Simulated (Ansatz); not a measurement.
# BN: 11B NMR of the central transition

Cell: a COD entry, whose atoms a relaxation with PBE at fixed cell left in place.

```yaml
crystal:
  lattice:
    - [2.49824, 0.00000, 0.00000]
    - [-1.24912, 2.16354, 0.00000]
    - [0.00000, 0.00000, 6.63570]
  atoms:
    - { symbol: B, position: [0.33333, 0.66667, 0.25000] }
    - { symbol: B, position: [0.66667, 0.33333, 0.75000] }
    - { symbol: N, position: [0.33333, 0.66667, 0.75000] }
    - { symbol: N, position: [0.66667, 0.33333, 0.25000] }
```

Atoms are numbered from 1 in the order listed; like atoms form one site, named after its first atom.

Method: Kohn–Sham DFT in Ansatz, PBE, plane waves and PAW, scalar-relativistic, 420 eV cutoff, Γ-centred 13×13×4 k-points, Fermi–Dirac smearing 0.02 eV.

11B has I = 3/2 and Q = 40.59 mb (Pyykkö 2018); at 28.2 T its Larmor frequency is ν₀ = 385.3 MHz. Only the quadrupole interaction is simulated: positions count from each site's isotropic chemical shift, and J coupling is left out, as are shift anisotropy and dipolar coupling, which fast spinning averages.

Question: Simulate the second-order pattern (fast magic-angle spinning, Gaussian broadening 0.05 kHz) of site B (3 N at 1.44 Å).

Answer: The calculation gives C_Q = 2.78 MHz and η = 0.00, so ν_Q = 1.39 MHz and the centre of gravity lies at -1.30 ppm (-0.501 kHz).

```
offset (kHz)  height
      -1.302       0
      -1.264       1
      -1.226       4
      -1.187       5
      -1.149       5
      -1.111       5
      -1.072       6
      -1.034       6
      -0.996       6
      -0.957       6
      -0.919       6
      -0.881       6
      -0.842       8
      -0.804      37
      -0.765      80
      -0.727      60
      -0.689      47
      -0.650      42
      -0.612      39
      -0.574      37
      -0.535      37
      -0.497      37
      -0.459      37
      -0.420      38
      -0.382      40
      -0.344      43
      -0.305      48
      -0.267      57
      -0.229      80
      -0.190     100
      -0.152      31
      -0.113       1
```

An axis of threefold or higher order runs through B, so V_zz lies along it and η is zero.

At this cell the PBE pressure is 5 GPa, so with PBE the cell would grow if it were relaxed.
